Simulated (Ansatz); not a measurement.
Cu₂O:
```
Cu2O
1.0
    4.29844     0.00000     0.00000
    0.00000     4.29844     0.00000
    0.00000     0.00000     4.29844
Cu O
4 2
Cartesian
  1.07461   1.07461   1.07461
  1.07461   3.22383   3.22383
  3.22383   3.22383   1.07461
  3.22383   1.07461   3.22383
  0.00000   0.00000   0.00000
  2.14922   2.14922   2.14922
```

Relaxed with PBE.

Map the valence electron density (e/Å³), cut off at 4 on the plane through (0.250, 0.250, 0.250) spanned by u = [1, 0, 0] and v = [0, 1, 1] in lattice vectors, from PBE in the plane-wave PAW code Ansatz.

x is the fraction of u, y of v (the angle between them is 90°; rows are the nearest grid lines); atoms in the plane: Cu at (0.00, 0.00), Cu at (0.00, 0.50), O at (0.75, 0.75), O at (0.25, 0.25).
```
|9999200000000000029999|
|9997100000000000017999|
|9731000000000001111369|
|2110000000000012222122|
|0000000000000246753210|
|0000000000002599998310|
|0000000000002599998310|
|0000000000001389996210|
|0000000000000246753210|
|9731000000000001111369|
|9993100000000000013999|
|9997100000000000017999|
|9997100000000000017999|
|9993100000000000013999|
|9631111000000000001379|
|0123576420000000000000|
|0126999831000000000000|
|0138999952000000000000|
|0138999952000000000000|
|0123576420000000000000|
|2212222100000000000112|
|9631111000000000001379|
|9997100000000000017999|
|9999200000000000029999|
```
Scale: ten equal steps from 0.042 (start of '0') to 4.00 (end of '9'), in the order '0123456789'; x runs from 0.000 to 1.00, y from 0.000 (bottom) to 1.00 (top).

The density is the valence pseudo-density with augmentation charge, so density and ELF within about 1 Å of a nucleus are not all-electron values.

Space group Pn-3m. Symmetry was held in the PBE relaxation. No spin polarisation was allowed. No Hubbard U is applied.

Potentials: the later of the program's two PAW sets.
